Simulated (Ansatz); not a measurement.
Input and command of a plane-wave DFT calculation in Ansatz:

```yaml
crystal:
  lattice:
    - [4.483830988, 0.0, 0.0]
    - [-2.241915494, 3.8831115419, 0.0]
    - [0.0, 0.0, 31.6614236096]
  atoms:
    - { symbol: Te, position: [0.3333333333, 0.6666666667, 0.2368813258] }
    - { symbol: Te, position: [0.6666666667, 0.3333333333, 0.2945582454] }
    - { symbol: Bi, position: [0.0, 0.0, 0.3527638117] }
    - { symbol: Bi, position: [0.3333333333, 0.6666666667, 0.4130052277] }
    - { symbol: Te, position: [0.6666666667, 0.3333333333, 0.4711628239] }
    - { symbol: Te, position: [0.0, 0.0, 0.5288371761] }
    - { symbol: Te, position: [0.3333333333, 0.6666666667, 0.5865140957] }
    - { symbol: Bi, position: [0.6666666667, 0.3333333333, 0.644719662] }
    - { symbol: Bi, position: [0.0, 0.0, 0.7049610781] }
    - { symbol: Te, position: [0.3333333333, 0.6666666667, 0.7631186742] }
basis:
  ecutwfc: 420
kpoints:
  mp_grid: { grid: [9, 9, 1] }
hamiltonian:
  xc: pbesol
scf:
  occupations: { method: gaussian, width: 0.1 }
output:
  forces: true
  stress: true
  eigenvalues: true
  write_density: true
  write_potential: true
  elf: true
  volumetric_format: npy
efield:
  axis: 3
  dipole_correction: true
  ramp_width: 0.04
```

```bash
ansatz run input.yaml --threads 1 --pin off --max-ram 2560MiB --backend cpu --events-out ev --progress --plain --runs-dir out
```

Processor: Intel(R) Xeon(R) Processor @ 2.50GHz (Skylake/Cascade Lake), 1 thread, on a host shared with other jobs.

**Question.** Estimate time, memory and problem size.

**Answer.** About 2.3 min on 1 thread of Intel(R) Xeon(R) Processor @ 2.50GHz (Skylake/Cascade Lake), with other jobs on the host, peak memory 0.94 GiB. It solves 94 bands at 12 k points (the mesh reduced by symmetry) with about 10803 plane waves, in 10 SCF iterations.
